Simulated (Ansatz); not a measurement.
**ZnS: a run for the field gradients**

```yaml
crystal:
  lattice:
    - [3.812, 0.0, 0.0]
    - [-1.906, 3.3012888392, 0.0]
    - [0.0, 0.0, 18.68999]
  atoms:
    - { symbol: Zn, position: [0.0, 0.0, 0.0] }
    - { symbol: Zn, position: [0.0, 0.0, 0.5] }
    - { symbol: Zn, position: [0.3333333333, 0.6666666667, 0.16667] }
    - { symbol: Zn, position: [0.6666666667, 0.3333333333, 0.66667] }
    - { symbol: Zn, position: [0.6666666667, 0.3333333333, 0.33333] }
    - { symbol: Zn, position: [0.3333333333, 0.6666666667, 0.83333] }
    - { symbol: S, position: [0.0, 0.0, 0.125] }
    - { symbol: S, position: [0.0, 0.0, 0.625] }
    - { symbol: S, position: [0.3333333333, 0.6666666667, 0.29167] }
    - { symbol: S, position: [0.6666666667, 0.3333333333, 0.79167] }
    - { symbol: S, position: [0.6666666667, 0.3333333333, 0.45833] }
    - { symbol: S, position: [0.3333333333, 0.6666666667, 0.95833] }
kpoints:
  mp_grid: { grid: [8, 8, 2] }
scf:
  occupations: { method: fermi_dirac, width: 0.3 }
  n_extra_bands: 0
  max_iter: 80
hamiltonian:
  xc: pbe
  pseudopotentials: { kind: paw, frozen_core: stored }
output:
  forces: true
  stress: true
  populations: true
  efg: { quadrupole_moments_barn: { Zn: 0.122, S: -0.0694 } }
```

```sh
ansatz run input.yaml --threads 1 --pin off --max-ram 3072MiB --backend cpu --events-out ev --progress --plain --runs-dir out
```

Question: What happens when this input is run?

Answer: The program refused the input. The input holds no extra empty bands under a smearing of 0.3 eV. The program says:

```
Error: inconsistent input (scf.n_extra_bands, scf.occupations.method): n_bands = 54 leaves no empty band above the 54 bands per channel that the deck's 108 electrons occupy, and the occupations search for the Fermi level (a smearing at a finite width, or tetrahedra): a level found among occupied bands alone can fill a metal as an insulator; raise scf.n_extra_bands until at least 55 bands are solved (omitted, it auto-derives to 72) (see scf.n_extra_bands in the input reference)
```

Against a sound input the change was `scf.n_extra_bands`: not typed → 0; `scf.occupations`: {method: fermi_dirac, width: 0.02} → {method: fermi_dirac, width: 0.3}; `scf.max_iter`: not typed → 80.

With the sound settings the run converges and gives V_zz (10²¹ V/m²) Zn1 -0.074 (η 0.00), Zn3 0.096 (η 0.00), Zn5 0.054 (η 0.00), S7 0.15 (η 0.00), S9 0.030 (η 0.00), S11 0.055 (η 0.00); a site carries the number of its first atom in the input.
